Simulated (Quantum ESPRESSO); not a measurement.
Zn3Mo2W2Ru, input and log of a self-consistent run

Computed values, not a measurement. The program is pw.x of Quantum ESPRESSO 7.5 (plane-wave density functional theory). The cell is made up: eight metal atoms on a hexagonal close-packed lattice, with elements, volume, strain and displacements drawn at random and not relaxed, so it may be unstable or far from any real phase. PseudoDojo standard norm-conserving files set the functional (PBE unless stated); there is no spin polarisation or spin-orbit coupling, the Fermi-Dirac width of 0.25 eV means electrons at about 2900 K, and the masses in the input are unused placeholders. Heavy elements are run without spin-orbit coupling, which real alloys of them have. A spin test at this wide smearing found no moment, but such smearing suppresses magnetism that the real alloy may have.

Input:

```
&control calculation='scf', pseudo_dir='./dojo.nc.sr.pbe.v0_5.standard.upf', outdir='./o', disk_io='minimal', tprnfor=.true., tstress=.true. /
&system ibrav=0, nat=8, ntyp=4, nbnd=80, ecutwfc=84.00895049, nosym=.true., tot_charge=0,
 occupations='smearing', smearing='fd', degauss=0.0183746611
/
&electrons conv_thr=1.470e-08, electron_maxstep=70, mixing_beta=0.5 /
ATOMIC_SPECIES
Mo 1.0 Mo.upf
Ru 1.0 Ru.upf
W 1.0 W.upf
Zn 1.0 Zn.upf
CELL_PARAMETERS angstrom
0.0 0.0 -4.4365
0.0 4.6535 0.0
5.3734 0.0 0.0
ATOMIC_POSITIONS angstrom
Zn 0.0804 -0.0303 0.0436
Mo 2.7263 -0.0301 0.0056
Zn 1.3356 2.3473 0.0369
W 3.9935 2.3161 0.0403
Zn -0.0845 1.6236 -2.2097
Mo 2.6601 1.55 -2.1719
Ru 1.351 3.8556 -2.2229
W 4.0724 3.9136 -2.2719
K_POINTS automatic
5 5 4 1 1 1
```

The log is shortened where brackets say so; the opening notice, blank lines, dates and the lines on written files are dropped, and the path of the files is cut. It prints rydbergs, bohrs and kilobars, and counts compression as positive stress. Its total energy is the free energy E - TS of the whole cell.

```
     Program PWSCF v.7.5
     Parallel version (MPI & OpenMP), running on       4 processor cores
     Number of MPI processes:                 4
     Threads/MPI process:                     1
     [start-up lines left out]
     bravais-lattice index     =            0
     lattice parameter (alat)  =       8.3838  a.u.
     unit-cell volume          =     748.6278 (a.u.)^3
     number of atoms/cell      =            8
     number of atomic types    =            4
     number of electrons       =       132.00
     number of Kohn-Sham states=           80
     kinetic-energy cutoff     =      84.0090  Ry
     charge density cutoff     =     336.0358  Ry
     scf convergence threshold =      1.5E-08
     mixing beta               =       0.5000
     number of iterations used =            8  plain     mixing
     Exchange-correlation= PBE
                           (   1   4   3   4   0   0   0)
     [axes and pseudopotential details left out]
   Cartesian axes
     site n.     atom                  positions (alat units)
         1        Zn     tau(   1) = (   0.0181224  -0.0068297   0.0098276  )
         2        Mo     tau(   2) = (   0.6145159  -0.0067846   0.0012623  )
         3        Zn     tau(   3) = (   0.3010481   0.5290882   0.0083174  )
         4        W      tau(   4) = (   0.9001465   0.5220557   0.0090837  )
         5        Zn     tau(   5) = (  -0.0190465   0.3659642  -0.4980728  )
         6        Mo     tau(   6) = (   0.5995943   0.3493745  -0.4895526  )
         7        Ru     tau(   7) = (   0.3045193   0.8690635  -0.5010481  )
         8        W      tau(   8) = (   0.9179308   0.8821368  -0.5120929  )
     number of k points=    50  Fermi-Dirac smearing, width (Ry)=  0.0184
                       cart. coord. in units 2pi/alat
        k(    1) = (   0.1032051   0.0953368  -0.1000000), wk =   0.0400000
        k(    2) = (   0.3096154   0.0953368  -0.1000000), wk =   0.0400000
     [further k points left out]
     Dense  grid:    77945 G-vectors     FFT dimensions: (  50,  54,  60)
     Estimated max dynamical RAM per process >     305.61 MB
     Estimated total dynamical RAM >       1.14 GB
     Initial potential from superposition of free atoms
     starting charge     131.9949, renormalised to     132.0000
     Starting wfcs are   80 randomized atomic wfcs
     total cpu time spent up to now is        4.0 secs
     per-process dynamical memory:   237.7 Mb
     Self-consistent Calculation
     iteration #  1     ecut=    84.01 Ry     beta= 0.50
     Davidson diagonalization with overlap
     ethr =  1.00E-02,  avg # of iterations =  5.1
     total cpu time spent up to now is       15.5 secs
     total energy              =   -2039.99403920 Ry
     estimated scf accuracy    <       1.63199099 Ry
     iteration #  2     ecut=    84.01 Ry     beta= 0.50
     Davidson diagonalization with overlap
     ethr =  1.24E-03,  avg # of iterations =  3.4
     total cpu time spent up to now is       26.3 secs
     total energy              =   -2039.67179196 Ry
     estimated scf accuracy    <       9.72890375 Ry
     iteration #  3     ecut=    84.01 Ry     beta= 0.50
     Davidson diagonalization with overlap
     ethr =  1.24E-03,  avg # of iterations =  2.7
     total cpu time spent up to now is       35.8 secs
     total energy              =   -2040.68202061 Ry
     estimated scf accuracy    <       0.65435744 Ry
     iteration #  4     ecut=    84.01 Ry     beta= 0.50
     Davidson diagonalization with overlap
     ethr =  4.96E-04,  avg # of iterations =  2.0
     total cpu time spent up to now is       44.8 secs
     total energy              =   -2040.76436190 Ry
     estimated scf accuracy    <       0.05981453 Ry
     iteration #  5     ecut=    84.01 Ry     beta= 0.50
     Davidson diagonalization with overlap
     ethr =  4.53E-05,  avg # of iterations =  4.0
     total cpu time spent up to now is       55.2 secs
     total energy              =   -2040.76572572 Ry
     estimated scf accuracy    <       0.08631396 Ry
     [iterations 6 to 10 left out]
     iteration # 11     ecut=    84.01 Ry     beta= 0.50
     Davidson diagonalization with overlap
     ethr =  1.32E-08,  avg # of iterations =  2.4
     total cpu time spent up to now is      109.4 secs
     total energy              =   -2040.77817075 Ry
     estimated scf accuracy    <       0.00000108 Ry
     iteration # 12     ecut=    84.01 Ry     beta= 0.50
     Davidson diagonalization with overlap
     ethr =  8.15E-10,  avg # of iterations =  3.8
     total cpu time spent up to now is      119.4 secs
     total energy              =   -2040.77817092 Ry
     estimated scf accuracy    <       0.00000023 Ry
     iteration # 13     ecut=    84.01 Ry     beta= 0.50
     Davidson diagonalization with overlap
     ethr =  1.74E-10,  avg # of iterations =  2.0
     total cpu time spent up to now is      128.6 secs
     total energy              =   -2040.77817095 Ry
     estimated scf accuracy    <       0.00000005 Ry
     iteration # 14     ecut=    84.01 Ry     beta= 0.50
     Davidson diagonalization with overlap
     ethr =  3.56E-11,  avg # of iterations =  2.0
     total cpu time spent up to now is      137.7 secs
     total energy              =   -2040.77817096 Ry
     estimated scf accuracy    <       0.00000004 Ry
     iteration # 15     ecut=    84.01 Ry     beta= 0.50
     Davidson diagonalization with overlap
     ethr =  3.34E-11,  avg # of iterations =  1.1
     total cpu time spent up to now is      145.7 secs
     End of self-consistent calculation
     [lines on levels left out]
!    total energy              =   -2040.77817096 Ry
     estimated scf accuracy    <          3.1E-09 Ry
     smearing contrib. (-TS)   =      -0.08706663 Ry
     internal energy E=F+TS    =   -2040.69110433 Ry
     The total energy is F=E-TS. E is the sum of the following terms:
     one-electron contribution =    -888.00493600 Ry
     hartree contribution      =     522.91960519 Ry
     xc contribution           =    -277.11820535 Ry
     ewald contribution        =   -1398.48756816 Ry
     convergence has been achieved in  15 iterations
     Forces acting on atoms (cartesian axes, Ry/au):
     atom    1 type  4   force =     0.00486000    0.02072728   -0.02551126
     atom    2 type  1   force =     0.00116448   -0.01244103   -0.00517245
     atom    3 type  4   force =    -0.02010535   -0.00259963   -0.00583370
     atom    4 type  3   force =     0.00698873   -0.00077889   -0.02387475
     atom    5 type  4   force =     0.05602989   -0.03214475    0.01269626
     atom    6 type  1   force =    -0.00536166    0.03257846   -0.00201368
     atom    7 type  2   force =    -0.05235458   -0.00281948    0.00968534
     atom    8 type  3   force =     0.00877849   -0.00252195    0.04002423
     Total force =     0.110939     Total SCF correction =     0.000307
     Computing stress (Cartesian axis) and pressure
          total   stress  (Ry/bohr**3)                   (kbar)     P=      227.54
   0.00170163  -0.00005941  -0.00000929          250.32       -8.74       -1.37
  -0.00005941   0.00149152   0.00002542           -8.74      219.41        3.74
  -0.00000929   0.00002542   0.00144725           -1.37        3.74      212.90
     init_run     :      3.81s CPU      3.98s WALL (       1 calls)
     electrons    :    137.98s CPU    141.68s WALL (       1 calls)
     forces       :      1.66s CPU      1.66s WALL (       1 calls)
     stress       :      5.55s CPU      5.55s WALL (       1 calls)
     [timing details left out]
     PWSCF        :   2m29.07s CPU   2m33.02s WALL
     JOB DONE.
```

In other units: free energy -27766.202 eV for the cell, pressure 22.75 GPa, largest force component 1.441 eV/Å in size. The run took 156 s of wall time with four MPI processes on a shared machine (Intel Xeon, 2023 or later, virtual cores), so the time is rough. A rerun of this cell at a higher cutoff and on a denser mesh moved values by no more than 0.011 eV in energy, 0.25 GPa in stress and 0.015 eV/Å in force, and a second program with other atomic files agreed on that cell to 2 % rms in force and 0.5 GPa in pressure.